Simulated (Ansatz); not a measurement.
Re₂C in space group P-3m1 (No. 164; C on 1a, Re on 2d) under volume change, DFT-r²SCAN in the program Ansatz with PAW potentials, shape and atoms relaxed at each volume.

| V (Å³/atom) | E − E(relaxed) (meV/atom) | P (GPa) |
|---|---|---|
| 10.594 | 135.4 | 45.13 |
| 10.943 | 56.7 | 27.53 |
| 11.292 | 13.4 | 12.62 |
| 11.642 | 0.0 | 0.01 |
| 11.991 | 11.8 | -10.52 |
| 12.340 | 44.7 | -19.40 |
| 12.689 | 95.3 | -26.83 |

**Question.** What does a third-order Birch–Murnaghan fit give for V₀, B₀ and B′?

**Answer.** V₀ = 11.64 Å³/atom, B₀ = 382 GPa, B′ = 4.7.

The cell is a constructed one: a structure type filled with these elements; neither database checked (COD, Materials Project) lists it. Its standing as an ambient phase is unchecked. The r²SCAN relaxation kept the symmetry of its start; its stability against distortions is not shown here. The run is not spin-polarised. Spin–orbit coupling is left out wherever it is not named.

Potentials: the earlier of the program's two PAW sets.
